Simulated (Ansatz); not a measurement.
Te (trigonal-Te type, space group P3_121)

Space group P3₁21 (No. 152); a = b = 4.6235 Å, c = 5.9044 Å, α = β = 90.00°, γ = 120.00°

```tsv
atom	site	symmetry	x	y	z
Te	3a	.2.	0.7466	0.7466	0.0000
```

Equation-of-state scan: isotropic scaling of the cell above, V₀ being its volume. The atoms relax within the cell's symmetry.

These are r2SCAN (plane waves to 500 eV, PAW, scalar-relativistic; Ansatz, a program for electronic structure) values and carry that method's errors. k mesh 8×8×6 (Γ-centred), Fermi-Dirac smearing 0.05 eV. The energy includes the smearing's −TS. Compression counts positive. With the shape held, the modulus is that of even scaling; a crystal free to change shape is softer. Spin-orbit coupling is left out, though Te is heavy. Te was relaxed with its symmetry unable to fall. The PAW data are Ansatz's earlier set. The zero of ΔE is the relaxed starting cell.

```
V/V₀   ΔE (meV/atom)  P (GPa)
-----  -------------  -------
0.900           28.7     2.88
0.917           19.0     2.24
0.933           11.6     1.67
0.950            6.3     1.17
0.967            2.7     0.71
0.983            0.6     0.34
1.000            0.0     0.00
1.017            0.6    -0.31
1.033            2.3    -0.60
1.050            5.0    -0.83
1.067            8.6    -1.05
1.083           13.0    -1.26
1.100           18.1    -1.41
```

What the scan shows:

The pressure at the smallest volume comes out as 2.88 GPa and the energy cost of the largest compression is 28.7 meV/atom. The energy cost of the largest expansion comes out as 18.1 meV/atom and the bulk modulus at fixed cell shape B₀ (third-order Birch-Murnaghan fit) is 19.8 GPa. The pressure derivative B₀′ (fit) is 6.0 and the equilibrium volume of the fit comes out as 36.43 Å³/atom. The pressure for 5 % compression (fit) is 1.2 GPa.

(A scan under strain: stresses follow from slopes of the energy per volume, elastic moduli from its curvatures.)
